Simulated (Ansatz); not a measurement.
C:
```yaml
crystal:
  lattice:
    - [-2.23456, 2.23456, 2.23456]
    - [2.23456, -2.23456, 2.23456]
    - [2.23456, 2.23456, -2.23456]
  atoms:
    - { symbol: C, position: [0.50000, 0.00000, 0.31300] }
    - { symbol: C, position: [0.68700, 0.50000, 0.00000] }
    - { symbol: C, position: [0.31300, 0.50000, 0.00000] }
    - { symbol: C, position: [0.00000, 0.68700, 0.50000] }
    - { symbol: C, position: [0.00000, 0.31300, 0.50000] }
    - { symbol: C, position: [0.50000, 0.00000, 0.68700] }
    - { symbol: C, position: [0.18700, 0.18700, 0.18700] }
    - { symbol: C, position: [0.81300, 0.81300, 0.81300] }
```

Relaxed with r²SCAN.

**Question.** Map the electron localisation function on the plane through (0.500, 0.000, 0.313) spanned by u = [1, 1, 0] and v = [1, 0, 1] in lattice vectors, from plane-wave PAW r²SCAN (Ansatz code).

**Answer.** x is the fraction of u, y of v (the angle between them is 90°; rows are the nearest grid lines); atoms in the plane: C at (0.00, 0.00), C at (0.50, 0.69), C at (0.31, 0.19), C at (0.81, 0.50).
```
|  *%%*+=+*+=-:.  :+*=  |
| :*#*=::-==+=-.  .-+=. |
|**##=.  :=*##+-   :=++*|
|%%%*-   :+#%%#+.  .-*#%|
|%%#+.  .=*#%%%*-   :+#%|
|**+-   :=+++*##+:  :-+*|
|+=-.  .=+=. :+##=::-==+|
|=-:.  :+*=   *%%#++***=|
|+-.. .-*#*-.-%@@%**#%#+|
|*-....-*%%*=*@@@%+=*%%*|
|+-. .:-+#%#**%@@#: -*#+|
|=:  .:-=+*+=+#%%+  .=*=|
|-.  :-++==:::=*#+: .=+-|
|:  .-*##+-.  :+##*+++=:|
|.  :+#%%#+:   -*%%%#*-.|
|  .-*%%%#*-.  :+#%%#+: |
|  :+##*+++=:  .-+#*+-. |
|::=##+. .=+-.  .-=+==-:|
|++#%%+  .+*+:  .:-+**++|
|**%@@#:.-##+-. .:-*#%#*|
|=+%@@%+=*%%*-....-*%%*=|
| :#@@%**#%#+-:. .-*#*: |
|  *%%*+=+*+=-:.  :+*=  |
```
Scale: ten equal steps from 0.014 (start of ' ') to 0.934 (end of '@'), in the order ' .:-=+*#%@'; x runs from 0.000 to 1.00, y from 0.000 (bottom) to 1.00 (top).

The density is the valence pseudo-density with augmentation charge, so density and ELF within about 1 Å of a nucleus are not all-electron values.

Space group Ia-3. The start of the workflow was typed in or built on a structure type; neither database checked (COD, Materials Project) lists it. It is not the phase usual at ambient conditions (space group No. 194, 227). The cell was relaxed with r²SCAN under the symmetry of its start; whether a distortion lowers the energy is not shown.

Potentials: the later of the program's two PAW sets.
